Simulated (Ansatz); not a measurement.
## Lu (diamond): energy against volume

The calculation used DFT, r2SCAN, plane waves (500 eV) with PAW, scalar-relativistic in Ansatz 0.2.0. (PAW data from PBE, frozen cores regenerated.)

The cell is scaled uniformly from the relaxed one, with fractional coordinates and shape fixed. Energies are extrapolated to zero smearing, pressures are those at the given smearing. Magnetic state: spin not included.

A Birch-Murnaghan fit gives V₀ = 49.55 Å³/atom, B₀ = 11.1 GPa, B₀′ = 0.1.

Q: What are the energy above the minimum and the pressure at 43.952 Å³/atom?

A: 22.3 meV/atom and 1.29 GPa as computed.

Q: What are the energy above the minimum and the pressure at 45.949 Å³/atom?

A: 9.3 meV/atom and 0.90 GPa as computed.

Q: What are the energy above the minimum and the pressure at 51.943 Å³/atom?

A: 4.0 meV/atom and -0.41 GPa as computed.
